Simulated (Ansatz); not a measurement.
## Relaxing a structure of Pb

The start is a generated trial cell of Pb in the AFLOW prototype A_oP8_62_2c (A_c). The structure is fully relaxed (lattice and positions, P = 0) with PBE (plane waves to 420 eV, PAW, scalar-relativistic; Ansatz, a first-principles code). The first steps use a coarse 4×6×6 k-mesh.

Initial structure:
```
Pb
1.0
    8.05467     0.00000     0.00000
    0.00000     5.70947     0.00000
    0.00000     0.00000     5.90772
Pb
8
Direct
  0.46400   0.25000   0.29200
  0.96400   0.25000   0.20800
  0.53600   0.75000   0.70800
  0.03600   0.75000   0.79200
  0.18100   0.25000   0.65800
  0.68100   0.25000   0.84200
  0.81900   0.75000   0.34200
  0.31900   0.75000   0.15800
```

Task: What is the largest force in the starting geometry, and on which atom (counted from 1)?

Result: 0.45 eV/Å, on Pb5, Pb6, Pb7, Pb8 (atoms numbered as listed).

Task: What symmetry does the relaxed structure have?

Result: The space group goes from Pnma (No. 62) to I4/mmm (No. 139); the end is AFLOW prototype A_tI2_139_a (A_a), with 1 atom in the primitive cell.

Task: How much energy is released per atom?

Result: About 0.17 eV/atom.

Task: How does the volume change?

Result: -5.6 %, from 33.96 to 32.05 Å³/atom.

Task: How do the shortest distances between atoms change?

Result: The closest pairs of elements (up to four, under 3.6 Å), start → end: Pb–Pb 3.14 → 3.49 Å.

Task: What band gap does the relaxed structure have at this level?

Result: Zero (metallic).

Task: Give the final cell and atomic positions.

Result: 
Space group I4/mmm (No. 139); a = b = 4.2248 Å, c = 3.5917 Å, α = β = γ = 90.00°

| atom | site | symmetry | x | y | z |
|---|---|---|---|---|---|
| Pb | 2b | 4/mmm | 0.0000 | 0.0000 | 0.5000 |
(The calculation used a cell of 1 atom; values per cell refer to that cell.)

Final values are on a 17×17×17 k-mesh of the relaxed cell. No spin polarisation in the result.

The run could not lose the symmetry of its start: the end is stationary, and may be a saddle point rather than a minimum.

The relaxed structure here is a generated cell of Pb: the first start was made by placing the elements on the sites of a structure type, and the end was not matched to a known phase here, so it may be hypothetical. Known forms of Pb include space group No. 225.
